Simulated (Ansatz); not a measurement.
Cd under strains and displacements

All numbers below come from DFT PBEsol, scalar-relativistic, plane waves, PAW (Ansatz).

Cutoff 420 eV; k points 14×14×14 on the computed 1-atom cell (Γ-centred); Gaussian smearing, width 0.10 eV; no spin polarisation.

Reference cell:

```yaml
crystal:
  lattice:
    - [-1.78432, 1.78432, 1.78432]
    - [1.78432, -1.78432, 1.78432]
    - [1.78432, 1.78432, -1.78432]
  atoms:
    - { symbol: Cd, position: [0.00000, 0.00000, 0.00000] }
```

Each variant moves atoms of this cell by the vectors given, if any (Å), and then applies a symmetric strain (tensor components, Cartesian axes). The reference cell isn't relaxed at this level. Energies are per atom at zero smearing, counted from the lowest variant. Pressure is positive in compression.

1. strain (xx yy zz yz xz xy, %) 1.30 1.19 1.23 -0.50 0.10 0.04
2. strain (xx yy zz yz xz xy, %) -3.30 -1.71 -1.97 -0.13 1.00 0.52
3. strain (xx yy zz yz xz xy, %) -0.59 -0.59 8.41 0.00 0.00 0.00

```tsv
result	ΔE (meV/atom)	P (GPa)
A	32.2	-3.88
B	0.0	0.38
C	42.5	-4.90
```

Problem. Which variant gave which result?

Solution. A is 1, B is 2, C is 3. The pressure falls as the cell grows: from the smallest volume to the largest the variants are 2, 1, 3.

This bcc form isn't the element's structure at ambient conditions.